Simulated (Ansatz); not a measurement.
# Harmonic thermodynamics of NaCuP

These are results of DFT PBE, scalar-relativistic, plane waves, PAW in Ansatz, not measurements. Settings: 420 eV plane-wave cutoff, Γ-centred 12×12×4 mesh, Fermi-Dirac smearing of 0.15 eV. No spin polarisation. Phonons by linear response, acoustic sum rule imposed.

Relaxed structure:
```
CELL_PARAMETERS angstrom
3.87314 0.00000 0.00000
-1.93657 3.35424 0.00000
0.00000 0.00000 8.87651
ATOMIC_POSITIONS crystal
Na 0.00000 0.00000 0.50000
Na 0.00000 0.00000 0.00000
Cu 0.66667 0.33333 0.25000
Cu 0.33333 0.66667 0.75000
P 0.66667 0.33333 0.75000
P 0.33333 0.66667 0.25000
```

It was reached by relaxing an invented guess, and it needn't be the stable form of this composition. In a metal, frequencies and elastic constants depend on the k mesh and the smearing, soft modes and shear constants most. Some empty bands missed the eigensolver's threshold. The q mesh is coarse, so values between its points are rough.

Force constants from linear response on a 2×2×1 q mesh, interpolated to a fine mesh.

Phonon density of states, in bins of 10 cm⁻¹:
```
bin centre (cm⁻¹)  share of modes (%)
                5                 0.0
               15                 0.1
               25                 0.2
               35                 0.5
               45                 0.9
               55                 1.6
               65                 3.4
               75                 7.1
               85                 3.3
               95                 3.7
              105                 3.1
              115                 6.6
              125                10.2
              135                 8.1
              145                 8.4
              155                 9.1
              165                 2.2
              175                 3.0
              185                 1.5
              195                 2.8
              205                 2.0
              215                 0.0
              225                 0.0
              235                 0.0
              245                 0.0
              255                 0.0
              265                 0.0
              275                 0.0
              285                 0.0
              295                 0.0
              305                 0.0
              315                 3.1
              325                 4.4
              335                 2.7
              345                 8.7
              355                 3.3
```

(1) How much zero-point energy does an atom carry?

(2) How large are the vibrational entropy and heat capacity at 300 K?

(3) Tabulate them against temperature.

Answers

(1) 32.0 meV.

(2) S = 4.11 k_B and C_V = 2.80 k_B per atom, 93 % of the Dulong–Petit value.

(3)
| T (K) | F_vib (meV/atom) | S (k_B/atom) | C_V (k_B/atom) |
| --- | --- | --- | --- |
| 100 | 27.4 | 1.43 | 1.90 |
| 200 | 7.8 | 3.01 | 2.59 |
| 300 | -23.1 | 4.11 | 2.80 |
| 400 | -62.2 | 4.93 | 2.88 |
| 500 | -107.5 | 5.57 | 2.92 |
| 600 | -157.9 | 6.11 | 2.95 |
| 700 | -212.6 | 6.56 | 2.96 |
| 800 | -270.9 | 6.96 | 2.97 |
| 900 | -332.4 | 7.31 | 2.98 |
| 1000 | -396.8 | 7.62 | 2.98 |
